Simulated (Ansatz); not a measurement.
Method: PBE with spin–orbit coupling; two-component spinors; PAW, 420 eV, Γ-centred 8×8×4 mesh, 0.05 eV Gaussian smearing; code Ansatz. The datasets are Ansatz's generated set soft_2.

A compound XMn2Sb2 has these computed properties.

```yaml
Space_group: P-3m1 (No. 164)
Conventional_cell: a = 4.438 Å, b = 4.438 Å, c = 7.365 Å, α = 90.00°, β = 90.00°, γ = 120.00°
Volume: 25.13 Å³/atom
Band_gap: zero (metallic)
Density_of_states_at_the_Fermi_level: about 1 states/(eV·atom)
Magnetic_state: ferromagnetic (the only order tried)
Site_spin_moments: Mn 3.66 μB
Spin_moment_of_the_cell: 8.49 μB
Orbital_moment: On the X open shell the spin moment is 0.04 μB and the orbital moment 0.10 μB, parallel to it, 0.14 μB net (projected on atomic orbitals, along the moments' axis)
f_electrons_orthogonalised_atomic_orbitals: X 13.70
```

Spin axis [001].

Sites: X on 1a, Mn on 2d, Sb on 2d.

Problem. Which element is X?
A. Er
B. Yb
C. Tm
D. Lu

Solution. B. X is Yb, so the compound is YbMn2Sb2.

The chain of runs began from a cell as deposited in COD, expanded in volume.

Without a U the 4f levels of Yb lie too near the Fermi level, so their share of the states there, and what hangs on it, is overstated. Site moments are of spin, integrated over Gaussian weights of 0.5 Å, which gives about a tenth less on f atoms than spheres do. Only parallel moments were tried, so the real magnetic order may be another. The relaxed cell is 5 % smaller in volume than the cell of this structure in the Crystallography Open Database (26.35 Å³/atom, 1979).
